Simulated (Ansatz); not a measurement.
Here is the system:

SiGe:
```xyz
10
Lattice="-1.9811 1.9811 14.0266 1.9811 -1.9811 14.0266 1.9811 1.9811 -14.0266" Properties=species:S:1:pos:R:3 pbc="T T T"
Si     0.0000     0.0000    25.3718
Si     1.9811     0.0000    12.6830
Si     0.0000     0.0000    14.0266
Si     1.9811     0.0000     1.3436
Si     0.0000     0.0000     2.6814
Ge     0.0000     1.9811     4.0808
Ge     0.0000     0.0000    19.5762
Ge     1.9811     0.0000     7.0133
Ge     0.0000     0.0000     8.4769
Ge     0.0000     1.9811     9.9458
```

This is the PBE-relaxed structure. Cartesian axes are those of the cell as given.

Problem. All from DFT-PBE in the program Ansatz with PAW potentials, unless another level is named. Give the hole effective mass, band 1 of 2 at the edge.

Solution. 2.2 along x, 0.26 along z (mₑ).

Problem. And the electron effective mass?

Solution. 0.18, 0.18, 1.4 mₑ (principal values).

Problem. Give the band gap.

Solution. 0.33 eV (direct).

Problem. And the valence-band maximum?

Solution. at Γ.

Problem. What about the weight of the valence-edge state by species (Voronoi cells)?

Solution. Ge 63 %, Si 37 %.

Space group I-4m2. The start of the workflow was typed in or built on a structure type; neither database checked (COD, Materials Project) lists it. Whether it is the stable phase at ambient conditions was not checked. Symmetry was held in the PBE relaxation; its stability against distortions is not shown here. Scalar-relativistic: spin–orbit coupling is off unless named, which matters more the heavier the elements.

Potentials: the earlier of the program's two PAW sets.
